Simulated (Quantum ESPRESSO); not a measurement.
```cif
data_BeO4Zn3
_chemical_formula_sum 'Be1 O4 Zn3'
_space_group_name_H-M_alt 'P 1'
_space_group_IT_number 1
_cell_length_a 5.39693
_cell_length_b 5.39693
_cell_length_c 5.39693
_cell_angle_alpha 131.565
_cell_angle_beta 131.565
_cell_angle_gamma 70.917
loop_
_space_group_symop_operation_xyz
  'x, y, z'
loop_
_atom_site_label
_atom_site_type_symbol
_atom_site_fract_x
_atom_site_fract_y
_atom_site_fract_z
_atom_site_occupancy
Be1 Be 0.00000 0.00000 0.00000 1
O1 O 0.67060 0.67060 0.56338 1
O2 O 0.32940 0.89278 0.00000 1
O3 O 0.10722 0.10722 0.43662 1
O4 O 0.89278 0.32940 0.00000 1
Zn1 Zn 0.50000 0.50000 0.00000 1
Zn2 Zn 0.25000 0.75000 0.50000 1
Zn3 Zn 0.75000 0.25000 0.50000 1
```

The geometry is that of Materials Project entry mp-1227367, symmetrised and not relaxed again.

Problem. What does PBEsol (Quantum ESPRESSO, PseudoDojo norm-conserving, 88 Ry, scalar-relativistic) give for the electronic structure near the Fermi level?

Solution. The PBEsol gap is direct, 1.49 eV at Γ. 

The structure is a Materials Project entry; no match was found in the copy of COD used, and its stability was not checked.
